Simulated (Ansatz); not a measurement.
**What DFT gives for ZrOs**

```xyz
2
Lattice="3.2759 0.0000 0.0000 0.0000 3.2759 0.0000 0.0000 0.0000 3.2759" Properties=species:S:1:pos:R:3 pbc="T T T"
Zr    1.6380    1.6380    1.6380
Os    0.0000    0.0000    0.0000
```

Level: r2SCAN, no spin polarisation; 500 eV; 10×10×10 Γ-centred mesh; fermi-dirac occupations (width 0.1 eV); Ansatz 0.2.0, fixed geometry.

(1) What is the formation energy?

(2) Give the Bader charges.

(3) What do density and ELF say about some of the short contacts?

(4) Is there a gap?

Origin: a database entry at a rescaled volume.

## Answers

(1) -0.63 eV an atom against the elements' usual phases (free molecules for gases, crystals otherwise, with no correction for O₂ or N₂), so it is bound against them; other compounds may still compete. Relaxing would lower it.

(2) Bader charges in e: Zr +1.67, Os -1.67. In the mean Zr gives up most and Os takes most.

(3) Zr–Os at 2.84 Å: least valence density 0.31 e/Å³ and ELF 0.23 there. Zr–Zr at 3.28 Å: least valence density 0.16 e/Å³ and ELF 0.18 there. Os–Os at 3.28 Å: least valence density 0.26 e/Å³ and ELF 0.51 there. These are pseudo-fields; inside the PAW spheres they differ from the all-electron ones.

(4) It is a metal, with about 0.32 states/eV a cell as the mean within 0.25 eV of the Fermi level, mostly Zr d (50 %) and Os d (28 %).
